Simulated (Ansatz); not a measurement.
LaZn2: Zn on a La site + La on a Zn site

Level of theory: PBEsol, no spin polarisation, scalar-relativistic; Ansatz, plane waves to 420 eV (PAW set soft_2), k-mesh 3×3×3.

The relaxed host crystal (no gap at this level of theory):

```
La Zn
1.0
    -2.31068    3.77368    3.62020
     2.31068   -3.77368    3.62020
     2.31068    3.77368   -3.62020
La Zn
2 4
Cartesian
  0.0000 1.8868 4.0096
  2.3107 1.8868 -0.3895
  0.0000 0.5235 1.1759
  0.0000 3.2502 1.1759
  2.3107 3.2502 2.4443
  2.3107 0.5235 2.4443
```

Supercell of 24 atoms, rows of the matrix [[1,0,-1],[-1,-2,-1],[-1,1,0]] times the cell vectors; Zn on a La site at (0.804, 0.554, 0.250); La on a Zn site at (-0.232, -0.162, -0.069) in fractions of the cell above. Atoms are relaxed at the host's cell, from a start shaken by 0.03 Å near the defect.

Distances from the Zn atom (Å), by shell of the perfect crystal:

| shell | perfect crystal | relaxed, charge 0 |
| --- | --- | --- |
| 6 Zn | 3.12 (3.11 to 3.14) | 3.14 (2.57 to 3.74) |
| 2 Zn | 3.17 | 2.71 (2.70 to 2.72) |

The largest move of an atom from its ideal place is 0.8 Å, so the cell rearranged and didn't merely relax.

```csv
charge,gap of the cell on the mesh (eV)
0,0.00
```

No formation energy is given, since most atoms moved, by that rearrangement or by a distortion of the host itself.

Relaxed cell at charge 0:

```
LaZn2 Zn_La+La_Zn charge 0
1.0
    -4.6214    0.0000    7.2404
    -4.6214    0.0000   -7.2404
     4.6214   -7.5474    0.0000
Zn La
16 8
Direct
  0.4382 0.3501 0.2852
  0.2952 0.5558 0.3511
  0.5406 0.3865 0.9175
  0.7998 0.1394 0.4391
  0.0311 0.8768 0.9168
  0.0906 0.4542 0.0443
  0.3619 0.2111 0.5575
  0.6103 0.9566 0.0670
  0.8463 0.6956 0.5569
  0.0007 0.1516 0.0915
  0.4402 0.5917 0.0912
  0.6935 0.3631 0.5563
  0.1339 0.3073 0.4428
  0.3982 0.0929 0.9906
  0.6353 0.8091 0.4427
  0.8712 0.5574 0.9282
  0.6748 0.1191 0.7694
  0.8862 0.8537 0.2398
  0.1505 0.5946 0.7692
  0.8287 0.3967 0.2466
  0.1057 0.1566 0.7620
  0.3500 0.9189 0.2467
  0.5847 0.6536 0.7380
  0.2393 0.8398 0.5791
```

Caveats: most atoms moved far, the host may distort by itself; small supercell, so energies and levels can be off by tenths of an eV; one random start near the defect, so other minima are possible.
